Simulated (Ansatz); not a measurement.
## PtSe2: do the settings matter for the field gradients?

Cell: a computed structure from the Materials Project (it need not be an observed phase), taken as it stands.

```
CELL_PARAMETERS angstrom
3.71731 0.00000 0.00000
-1.85865 3.21928 0.00000
0.00000 0.00000 5.82007
ATOMIC_POSITIONS crystal
Pt 0.00000 0.00000 0.00000
Se 0.66667 0.33333 0.77461
Se 0.33333 0.66667 0.22539
```

Atom numbers follow the list; atoms alike are taken as one site, whose name carries the number of the first.

Reference run. Method: Kohn–Sham DFT in Ansatz, PBE, plane waves and PAW, scalar-relativistic, 420 eV cutoff, Γ-centred 9×9×5 k-points, Fermi–Dirac smearing 0.02 eV.

Problem. The input is changed as follows: `kpoints.mp_grid.shift`: not typed → [0.5, 0.5, 0.5]. What happens to V_zz (10²¹ V/m²) and η?

Solution. 

| site | atom | V_zz reference | η reference | V_zz changed | η changed |
| --- | --- | --- | --- | --- | --- |
| Pt | 1 | 8.37 | 0.00 | 8.39 | 0.00 |
| Se | 2 | -8.07 | 0.00 | -8.09 | 0.00 |

No V_zz moves by more than 0.03. SCF iterations: 7 and 7. New warnings: symmetry narrowed by mesh.

On the reference run: Spin–orbit coupling is left out, which shifts gradients on Pt by a few per cent in wide-gap crystals, and can shift them far more where the calculated gap is small or absent, as here.
